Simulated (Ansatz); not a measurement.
ZrB (rock salt, Fm-3m), the program Ansatz at the r²SCAN level (PAW), all energies at zero smearing, with the estimated change up to a 700 eV cutoff added, with one set of potentials and settings (totals compare only within such a set). Cell of 2 atoms (1 Zr, 1 B): -4352.467 eV.

```json
[
 {"element": "Zr", "reference phase": "P6_3/mmc, 2 atoms in the cell", "E (eV/atom)": "-4195.0260"},
 {"element": "B", "reference phase": "R-3m, 12 atoms in the cell", "E (eV/atom)": "-156.5544"}
]
```

Formation energy per atom, worked out: (-4352.467 − 1×(-4195.0260) − 1×(-156.5544))/2 = -0.443 eV/atom (-43 kJ per mol of atoms), at 0 K, without zero-point energy or fitted corrections.

The workflow started from an entry of the Crystallography Open Database (COD). Its standing as an ambient phase is unchecked. The cell was relaxed with r²SCAN under the symmetry of its start; whether a distortion lowers the energy is not shown. No spin polarisation was allowed. The volume moved by 18 % from the start of the relaxation. The references are the lowest solids computed at this level, not always the standard phases.

Potentials: the later of the program's two PAW sets.
